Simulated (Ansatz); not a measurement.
GaN:
```xyz
4
Lattice="3.1831 0.0000 0.0000 -1.5916 2.7567 0.0000 0.0000 0.0000 5.1837" Properties=species:S:1:pos:R:3 pbc="T T T"
Ga     1.5916     0.9189     0.0051
Ga     0.0000     1.8378     2.5970
N      1.5916     0.9189     3.2357
N      0.0000     1.8378     0.6439
```

Relaxed with r²SCAN.

Q: Give the optical modes at the zone centre with their infrared and Raman activity from DFPT, the program Ansatz at the r²SCAN level (PAW).

A: Transverse frequencies, without the LO–TO term; a row sums one degenerate level.

```csv
ω (cm⁻¹),degeneracy,IR ((D/Å)²/amu),Raman (Å⁴/amu),activity,symmetry
143,2,0.00,0.36,Raman,E2
336,1,0.00,0,silent,B1
530,1,30.30,19,IR+Raman,A1
554,2,54.82,6.5,IR+Raman,E1
564,2,0.00,28,Raman,E2
696,1,0.00,0,silent,B1
```

Q: How high does the top mode go among those that the LO–TO term moves?

A: 739 cm⁻¹ for q along x, 739 cm⁻¹ for q along y, 733 cm⁻¹ for q along z.

Space group P6_3mc (wurtzite). The r²SCAN relaxation kept the symmetry of its start; phonons on a q-mesh show no instability.

Potentials: the later of the program's two PAW sets.
